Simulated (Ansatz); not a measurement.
The cell comes from COD entry 1522789, which wasn't checked; take it as a given geometry. The listed cell was then made from it by scaling, straining or moving an atom.

An input for Hf: DFT, PBEsol, all-electron PAW with datasets made for the crystal, scalar-relativistic (Ansatz 0.2.0).

Command: `ansatz run input.yaml --threads 1 --pin off --max-ram 3072MiB --backend cpu --events-out ev --progress --plain --runs-dir out` The run took 12 s on 1 thread of Arm Neoverse V2, on a shared host, peak memory 0.48 GiB.

```yaml
crystal:
  lattice:
    - [-1.792885541, 1.792885541, 1.792885541]
    - [1.792885541, -1.792885541, 1.792885541]
    - [1.792885541, 1.792885541, -1.792885541]
  atoms:
    - { symbol: Hf, position: [0.0, 0.0, 0.0] }
kpoints:
  mp_grid: { grid: [16, 16, 16] }
scf:
  occupations: { method: fermi_dirac, width: 0.08 }
hamiltonian:
  xc: pbesol
  pseudopotentials: { kind: all_electron, datasets: crystal }
output:
  forces: true
  stress: true
  eigenvalues: true
  efg: { contact_densities: true }
```

Set-up and iterations as logged by Ansatz (the results part is left out, to be predicted):

```
hamiltonian.pseudopotentials.datasets: crystal makes datasets for this crystal and solves the spheres of its atoms anew in each pass: cutoff 400.0 eV, the density's 1600.0 eV; for an error of 0.50 meV an atom under PBE, 0.5 meV for the cell; an energy difference from a run of another recipe may be off by several times the error for the cell, under r2SCAN by more, where some 0.1 meV an atom stays at smaller errors; Hf in spheres of 1.376 Å, 26 of its electrons in bands
band count auto-derived: 18 (N_el = 26.0; filled up to band 13; 17 by the electrons, moments and atoms)
Engine: ansatz 0.2.0
Pseudopotentials: kind: all_electron
Pseudopotential: Hf, paw, valence charge 26, recommended cutoff 400 eV (normal), Koelling and Harmon's equation, gaussian nucleus
Functional definition: PBEsol
  exchange = pbesol_x
  correlation = pbesol_c
Crystal: 1 atoms, lattice volume = 23.052 Å³
Basis set: ecut = 400 eV, 429 PW (Γ), exchange–correlation on 48×48×48 points (8 copies of the dense FFT grid, shifted against one another)
Bands: 18, of which v1, the nominal top of the filled ones, is band 13 counted from 1 (12 counted from 0)
Symmetry: 48 space group operations
Space group: Im-3m (ITA 229), of the structure as read, at distance tolerance 2.8e-5 Å
k-points: 145 of 4096
Non-local potential: Hf, projectors of the file, l = 0: 2, l = 1: 2, l = 2: 1, l = 3: 2
PAW form: soft (Blöchl's): semilocal exchange-correlation on the pseudo side does not see the compensation charge
PAW one-centre angular grid: Hf, 590 points (default); XC on its mesh's 1825 points in the sphere
Initial density: superposition of atomic densities (neutral atoms: chi_scale 0, normalization atom)
Initial wavefunctions: pseudopotential atomic-orbital guess
Functional: x = pbesol(κ = 0.804, μ = 0.12345679012345678), c = pbesol(β = 0.046)
iter 1 solved again at ethr=1.25e-3 eV; its pass at ethr=1.00e-1 eV (dr2=3.25e-1 eV) is discarded
SCF iter   1: F=—  HF=-410126.851981 eV  |F-HF|=—  |Δ(HF+E_count)|=         —  Δρ=3.09e-2  dr2=3.10e-1  ethr=1.25e-3  ⟨swp⟩=2.4  Hψ=12952  notcnv=0
SCF iter   2: F=—  HF=-410126.790240 eV  |F-HF|=—  |Δ(HF+E_count)|=   6.17e-2  Δρ=2.10e-2  dr2=1.44e-1  ethr=1.19e-3  ⟨swp⟩=2.0  Hψ=5217  notcnv=0  defer=2
iter 3 solved again at ethr=1.16e-5 eV; its pass at ethr=5.55e-4 eV (dr2=3.02e-3 eV) is discarded
SCF iter   3: F=—  HF=-410126.737313 eV  |F-HF|=—  |Δ(HF+E_count)|=   5.29e-2  Δρ=3.87e-3  dr2=3.02e-3  ethr=1.16e-5  ⟨swp⟩=2.0  Hψ=11542  notcnv=0
SCF iter   4: F=—  HF=-410126.742659 eV  |F-HF|=—  |Δ(HF+E_count)|=   5.35e-3  Δρ=2.64e-3  dr2=8.44e-4  ethr=1.16e-5  ⟨swp⟩=3.0  Hψ=6399  notcnv=0
SCF iter   5: F=—  HF=-410126.742441 eV  |F-HF|=—  |Δ(HF+E_count)|=   2.18e-4  Δρ=1.09e-3  dr2=1.47e-4  ethr=3.25e-6  ⟨swp⟩=3.0  Hψ=5759  notcnv=0  defer=1
SCF iter   6: F=—  HF=-410126.742430 eV  |F-HF|=—  |Δ(HF+E_count)|=   1.10e-5  Δρ=4.04e-4  dr2=2.30e-5  ethr=5.64e-7  ⟨swp⟩=2.0  Hψ=5886  notcnv=0  defer=1
SCF iter   7: F=—  HF=-410126.742414 eV  |F-HF|=—  |Δ(HF+E_count)|=   1.64e-5  Δρ=8.51e-5  dr2=1.51e-6  ethr=8.85e-8  ⟨swp⟩=2.1  Hψ=4593  notcnv=0
SCF iter   8: F=—  HF=-410126.742368 eV  |F-HF|=—  |Δ(HF+E_count)|=   4.56e-5  Δρ=1.95e-5  dr2=5.77e-8  ethr=5.81e-9  ⟨swp⟩=3.0  Hψ=4896  notcnv=0
SCF iter   9: F=-410126.742368 eV  HF=-410126.742368 eV  |F-HF|=1.16e-10  |Δ(HF+E_count)|=   1.62e-7  Δρ=2.57e-6  dr2=9.94e-10  ethr=2.22e-10  ⟨swp⟩=3.0  Hψ=6171  notcnv=0
```

**Question.** What pressure will this run report?

**Answer.** -7.33 GPa (positive in compression).
